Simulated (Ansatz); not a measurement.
Relaxation of a generated cell, Y placed in the fcc structure type; 1 atom in the cell, which starts as Fm-3m (No. 225), cF4; a = b = c = 5.096 Å, α = β = γ = 90.00°. The numbers are results of PBEsol (plane waves to 420 eV, PAW, scalar-relativistic; Ansatz, a quantum-chemistry and plane-wave program), not measurements. Γ-centred k-mesh 11×11×11 on the run's cell (coarser than for final values), Fermi–Dirac smearing 0.05 eV. This is the first round of the run. 

The optimiser's lines from the output (shortened; P is positive under compression):

```
relax step   1: F+E_penalty+E_count = -3795.04081859 eV  Δ(F+E_penalty+E_count) = +0.000e0 eV  max|allowed force component| = 0.000e0 eV/Å  Δτ_max = 0.0000 Å  P = -2.640 GPa  Ω = 33.079 Å³  (6 SCF iters, dr2 threshold 1.00e-7 eV, accepted)
relax step   2: F+E_penalty+E_count = -3795.06022026 eV  Δ(F+E_penalty+E_count) = -1.940e-2 eV  max|allowed force component| = 0.000e0 eV/Å  Δτ_max = 0.0000 Å  P = -0.350 GPa  Ω = 31.073 Å³  (4 SCF iters, dr2 threshold 1.00e-7 eV, accepted)
relax step   3: F+E_penalty+E_count = -3795.06051321 eV  Δ(F+E_penalty+E_count) = -2.929e-4 eV  max|allowed force component| = 0.000e0 eV/Å  Δτ_max = 0.0000 Å  P = +0.030 GPa  Ω = 30.788 Å³  (3 SCF iters, dr2 threshold 1.00e-7 eV, accepted)
relax step   4: F+E_penalty+E_count = -3795.06051476 eV  Δ(F+E_penalty+E_count) = -1.554e-6 eV  max|allowed force component| = 0.000e0 eV/Å  Δτ_max = 0.0000 Å  P = -0.000 GPa  Ω = 30.810 Å³  (2 SCF iters, dr2 threshold 2.18e-9 eV, accepted)
relax step   5: F+E_penalty+E_count = -3795.06046406 eV  Δ(F+E_penalty+E_count) = +5.070e-5 eV  max|allowed force component| = 0.000e0 eV/Å  Δτ_max = 0.0000 Å  P = +0.000 GPa  Ω = 30.810 Å³  stress off target by 4.32e-4 GPa  SCF on the basis re-selected at this cell (its energy is not comparable with the rows above)  (4 SCF iters)
```

From the first to the last row the energy changes by -0.02 eV/atom and the volume by -6.9 %. The last row is marked as not comparable with the walk above it, whose basis was carried along; it does compare with step 1, since both stand on a basis selected at the nominal cutoff for their own cell.

Later rounds, restarted from the end of this one on a renewed k-mesh, logged 2 more steps and released under 0.01 eV/atom more. The final structure after all rounds: Fm-3m (No. 225), cF4, fcc (Cu type); a = b = c = 4.976 Å, α = β = γ = 90.00°. Between re-selections the logged energies stand on a plane-wave basis carried along with the cell. No spin polarisation in the result.

The run could not lose the symmetry of its start: the end is stationary, and may be a saddle point rather than a minimum.

The relaxed structure here is a generated cell of Y: the first start was made by placing the elements on the sites of a structure type, and the end was not matched to a known phase here, so it may be hypothetical. Known forms of Y include space group No. 194.
